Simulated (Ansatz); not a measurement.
MgCO3 in space group R-3c (No. 167; Mg on 6b, C on 6a, O on 18e), the program Ansatz at the PBEsol level (PAW). The conduction-band minimum lies on the Γ–T line, 70 % of the way from Γ, with 2 equivalent valleys. Second derivatives d²E/dk² of the lowest band at one valley (eV·Å²), along Cartesian directions:

```tsv
direction	d²E/dk²
[100]	6.912
[010]	6.912
[001]	6.026
[110]	6.912
[101]	6.470
[011]	6.468
```

### Question
Find the principal effective masses, the density-of-states mass and the conductivity mass.

### Answer
Off-diagonal terms follow from H_xy = H[110] − (H_xx + H_yy)/2, and m*/mₑ = 7.620 eV·Å² over each eigenvalue: 1.1, 1.1, 1.3. One valley's DOS mass (m₁m₂m₃)^(1/3) = 1.2, conductivity mass 3/(Σ 1/mᵢ) = 1.2 mₑ.

### Question
What effective density of states Nc follows at 300 K for parabolic valleys?

### Answer
Nc = 2.509e19 × 2 × (1.2)^(3/2) ≈ 6.6e19 cm⁻³.

The first step of the workflow began from a Materials Project structure, measured or hypothetical; the Crystallography Open Database files this formula in space group No. 167, but the cells were not matched. Whether it is the stable phase at ambient conditions was not checked. The PBEsol relaxation kept the symmetry of its start; its stability against distortions is not shown here.

Potentials: the later of the program's two PAW sets.

Edges and masses are those of Kohn–Sham bands, whose gap is no quasiparticle gap.
